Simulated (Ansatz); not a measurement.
# Stationary points along a deformation path in K2PdC2

Theory: Ansatz 0.2.0, DFT PBEsol, scalar-relativistic, plane waves, PAW. Cutoff 420 eV, Γ-centred 9×9×6 k-points, Gaussian smearing of 0.05 eV. No spin polarisation. Energies are free energies at this smearing, counted from the undisturbed cell; pressure is positive in compression.

Reference structure (as given, not relaxed at this level; it stands at -0.6 GPa, and it needn't be the usual structure):

```xyz
5
Lattice="5.1182 0.0000 0.0000 -2.5591 4.4325 0.0000 0.0000 0.0000 5.2581" Properties=species:S:1:pos:R:3 pbc="T T T"
K     2.5591    1.4775    3.7869
K     0.0000    2.9550    1.4712
Pd    0.0000    0.0000    0.0000
C     0.0000    0.0000    3.2611
C     0.0000    0.0000    1.9971
```

At fixed volume and fractional coordinates, lengths along (0.000, 0.000, 1.000) are scaled against those across it; ρ is that ratio over its starting value. V = 23.857 Å³/atom. Δσ is the stress along the axis less the mean stress across it (compression positive).

```
    ρ  ΔE (meV/atom)  Δσ (GPa) space group
0.800          780.8     80.45        P-3m1
0.850          382.6     52.67        P-3m1
0.920           89.4     23.20        P-3m1
0.960           19.4     10.25        P-3m1
1.000            0.0     -0.42        P-3m1
1.050           28.8    -11.12        P-3m1
1.100          100.0    -19.41        P-3m1
1.200          319.6    -30.58        P-3m1
1.300          589.1    -36.65        P-3m1
```

Q: How does the stress give the slope of the energy, and where is the energy stationary?

A: Along the path d ln(length) is 2/3 d ln ρ on the axis and −1/3 d ln ρ across it, so dE/d ln ρ = −(2/3) V Δσ: the energy falls with ρ where Δσ is positive. Δσ vanishes or changes sign between ρ = 0.960 and 1.000, a minimum (near 1.00 by linear interpolation). Pairs of stationary points between two samples would go unseen, and could change a minimum read from distant neighbours into a maximum.

Q: Integrate that slope from ρ = 1 to 0.850 by the trapezoid rule.

A: With V/N in Å³ and 1 eV/Å³ = 160.2 GPa the slopes at ρ = 1.000, 0.960, 0.920, 0.850 are 42, -1018, -2303, -5228 meV/atom per unit of ln ρ. The steps add 19.9 + 70.7 + 298.0 = 388.6 meV/atom, against 382.6 from the energies; the trapezoid rule misses the curvature of the slope within each step.

Forces appear on the atoms along this scan, and letting them relax would lower the energy and soften the response.